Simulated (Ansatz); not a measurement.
BeSe:
```cif
data_Be2Se2
_chemical_formula_sum 'Be2 Se2'
_space_group_name_H-M_alt 'P63mc'
_space_group_IT_number 186
_space_group_name_Hall 'P 6c -2c'
_cell_length_a 3.61521
_cell_length_b 3.61521
_cell_length_c 5.96412
_cell_angle_alpha 90.000
_cell_angle_beta 90.000
_cell_angle_gamma 120.000
loop_
_atom_site_label
_atom_site_type_symbol
_atom_site_symmetry_multiplicity
_atom_site_Wyckoff_symbol
_atom_site_fract_x
_atom_site_fract_y
_atom_site_fract_z
_atom_site_occupancy
Be1 Be 2 b 0.66667 0.33333 0.49936 1
Se1 Se 2 b 0.66667 0.33333 0.12564 1
```

Relaxed with PBEsol. 

**Question.** HSE06 on this cell (Ansatz, a first-principles code, PAW) gives a gap of 4.05 eV. What does PBEsol give?

**Answer.** 3.09 eV.

Cost on shared cores: the PBEsol run (SCF on a 9×9×5 mesh, then bands and DOS) around 19 core-seconds (rough), the HSE06 run (SCF on 7×7×4, then a few points) around 3 core-minutes (rough); the tasks are unlike.

Space group P6_3mc (wurtzite). The start of the workflow was typed in or built on a structure type; neither database checked (COD, Materials Project) lists it. COD files the formula under space group No. 216. Its standing as an ambient phase is unchecked. Symmetry was held in the PBEsol relaxation; its stability against distortions is not shown here. Spin–orbit coupling is left out wherever it is not named.

Potentials: the later of the program's two PAW sets.

Ansatz is a plane-wave DFT program.
